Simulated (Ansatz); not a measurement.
An Ansatz input and the part of its output that reports the observables at the nuclei.

The start is a computed structure from the Materials Project (it need not be an observed phase).

```yaml
crystal:
  lattice:
    - [5.8782973928, 0.0, 0.0]
    - [-2.9391486964, 5.0907548732, 0.0]
    - [0.0, 0.0, 4.6240937702]
  atoms:
    - { symbol: Ti, position: [0.0, 0.0, 0.0] }
    - { symbol: H, position: [0.3333333333, 0.6666666667, 0.08785899] }
    - { symbol: H, position: [0.6666666667, 0.3333333333, 0.91214101] }
    - { symbol: H, position: [0.239148485, 0.47829697, 0.38618869] }
    - { symbol: H, position: [0.239148485, 0.760851515, 0.38618869] }
    - { symbol: H, position: [0.52170303, 0.760851515, 0.38618869] }
    - { symbol: H, position: [0.760851515, 0.52170303, 0.61381131] }
    - { symbol: H, position: [0.760851515, 0.239148485, 0.61381131] }
    - { symbol: H, position: [0.47829697, 0.239148485, 0.61381131] }
    - { symbol: "N", position: [0.3333333333, 0.6666666667, 0.30880928] }
    - { symbol: "N", position: [0.6666666667, 0.3333333333, 0.69119072] }
    - { symbol: F, position: [0.151937005, 0.848062995, 0.76997231] }
    - { symbol: F, position: [0.69612599, 0.848062995, 0.76997231] }
    - { symbol: F, position: [0.151937005, 0.30387401, 0.76997231] }
    - { symbol: F, position: [0.848062995, 0.151937005, 0.23002769] }
    - { symbol: F, position: [0.30387401, 0.151937005, 0.23002769] }
    - { symbol: F, position: [0.848062995, 0.69612599, 0.23002769] }
kpoints:
  mp_grid: { grid: [4, 4, 5] }
scf:
  occupations: { method: fermi_dirac, width: 0.02 }
hamiltonian:
  xc: pbe
  pseudopotentials: { kind: paw }
output:
  forces: true
  stress: true
  populations: true
  efg:
    quadrupole_moments_barn: { Ti: 0.247, H: 0.00285783, "N": 0.02044 }
    contact_densities: true
relax:
  f_tol: 0.02
  max_steps: 60
```

```sh
ansatz run input.yaml --threads 1 --pin off --max-ram 3072MiB --backend cpu --events-out ev --progress --plain --runs-dir out
```

The run relaxes the ions first, and the block belongs to the relaxed positions.

Of the output, the block on the nuclei alone is shown; the set-up, the SCF iterations, energies, forces and stress are cut. One atom of each set with nearly equal values is shown.

```
--- PAW observables at the nuclei: V_zz in 10²¹ V/m², potentials from the cell's mean, atoms counted from 1 ---
  atom   1  Ti V_zz =    +0.746804   η = 0.0000   by run symmetry: allowed   C_q = +4.4602 MHz
            electrostatic potential = -2519.602130 V   contact ρ = 56793.467630 e/Å³
  atom   2  H  V_zz =    +3.126783   η = 0.0000   by run symmetry: allowed   C_q = +0.2161 MHz
            electrostatic potential = -35.321578 V   contact ρ = 3.030835 e/Å³
  atom   4  H  V_zz =    +3.017907   η = 0.0079   by run symmetry: allowed   C_q = +0.2085 MHz
            electrostatic potential = -35.333114 V   contact ρ = 3.006338 e/Å³
  atom  10  N  V_zz =    +0.430496   η = 0.0000   by run symmetry: allowed   C_q = +0.2128 MHz
            electrostatic potential = -507.318832 V   contact ρ = 1410.752744 e/Å³
  atom  12  F  V_zz =    +4.491320   η = 0.0737   by run symmetry: allowed
            electrostatic potential = -734.285999 V   contact ρ = 3127.877232 e/Å³
```

The relaxation (3 steps) took 14 s of wall time (14 s of CPU time) and 0.47 GiB at its peak, on 1 thread of Arm Neoverse V2 (aarch64; 8 cores open to the job, memory cap 3.0 GiB, no GPU), a shared host with a load of 0.3 a core.

The lattice is static: at room temperature ammonium may turn and average the couplings of its hydrogen.
